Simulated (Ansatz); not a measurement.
Relaxed-ion elastic tensor of MgZn₂O₃ in space group P-3m1 (No. 164; Mg on 1a, Zn on 2d, O on 2d, O on 1b) in GPa (Voigt order), the program Ansatz at the PBEsol level (PAW); density 5.86 g/cm³, 9.58 Å³ per atom.

|  | 1 | 2 | 3 | 4 | 5 | 6 |
|---|---|---|---|---|---|---|
| 1 | 300 | 120 | 109 | 21.8 | 0.0 | 0.0 |
| 2 | 120 | 300 | 109 | -21.8 | 0.0 | 0.0 |
| 3 | 109 | 109 | 312 | 0.0 | 0.0 | 0.0 |
| 4 | 21.8 | -21.8 | 0.0 | 66.8 | 0.0 | 0.0 |
| 5 | 0.0 | 0.0 | 0.0 | 0.0 | 66.8 | 21.8 |
| 6 | 0.0 | 0.0 | 0.0 | 0.0 | 21.8 | 90.3 |

Problem. Is the crystal mechanically stable?

Solution. Yes: the smallest eigenvalue of C is 53.8 GPa.

Problem. Work out the Voigt, Reuss and Hill averages.

Solution. K_V = 176, K_R = 176, K_H = 176; G_V = 83.1, G_R = 75.3, G_H = 79.2 GPa.

Problem. Give Young's modulus, Poisson's ratio, Pugh's ratio and the universal anisotropy index.

Solution. E = 9KG/(3K + G) = 207 GPa; ν = 0.30; K/G = 2.22 (ductile by the Pugh limit of 1.75); A_U = 5G_V/G_R + K_V/K_R − 6 = 0.52.

Problem. Estimate the sound speeds and the Debye temperature.

Solution. v_l = √((K + 4G/3)/ρ) = 6930 m/s, v_t = √(G/ρ) = 3680 m/s, mean 4110 m/s; Θ = (h/k)(3n/4πV)^(1/3) v_m = 576 K.

Problem. Solve the Christoffel equation for the three sound speeds along x, y, z.

Solution. Eigenvalues of C_ijkl n_j n_l equal ρv². In km/s, slowest first: x 3.03, 4.20, 7.16; y 3.32, 3.92, 7.18; z 3.38, 3.38, 7.29.

Problem. How much does each axis shrink under pressure?

Solution. Linear compressibilities β_i = Σ_j S_ij (j = 1 to 3): x 1.9, y 1.9, z 1.9 per TPa.

The workflow started from a Materials Project entry (that database holds measured and hypothetical structures alike); the Crystallography Open Database copy checked does not list it. With Mg and Zn taken as one species the cell has the higher symmetry Fm-3m, so it may be an ordered model of a mixed-site phase. Whether it is the stable phase at ambient conditions was not checked. The cell was relaxed with PBEsol under the symmetry of its start; of distortions, only those at the zone centre were tested.

Potentials: the later of the program's two PAW sets.
